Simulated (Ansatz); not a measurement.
AgPt in space group R-3m (No. 166; Ag on 3a, Pt on 3b) under volume change, the program Ansatz at the PBEsol level (PAW), shape and atoms relaxed at each volume.

```csv
V (Å³/atom),E − E(relaxed) (meV/atom),P (GPa)
14.200,95.8,24.22
14.668,___,___
15.137,___,___
15.605,0.0,0.00
16.073,8.1,-5.37
16.541,30.4,-9.76
17.009,64.3,-13.33
```

Complete the blanks.


- 15.137, E − E(relaxed) (meV/atom): 9.3
- 15.137, P (GPa): 6.55
- 14.668, E − E(relaxed) (meV/atom): 39.7
- 14.668, P (GPa): 14.53

What does a third-order Birch–Murnaghan fit give for V₀, B₀ and B′?

V₀ = 15.61 Å³/atom, B₀ = 197 GPa, B′ = 5.6.

The first step of the workflow began from a Materials Project structure, measured or hypothetical; the Crystallography Open Database copy checked does not list it. With Ag and Pt taken as one species the cell has the higher symmetry Fm-3m, so it may be an ordered model of a mixed-site phase. Its standing as an ambient phase is unchecked. The cell was relaxed with PBEsol under the symmetry of its start; its stability against distortions is not shown here. No spin polarisation was allowed. Spin–orbit coupling is left out wherever it is not named.

Potentials: the later of the program's two PAW sets.
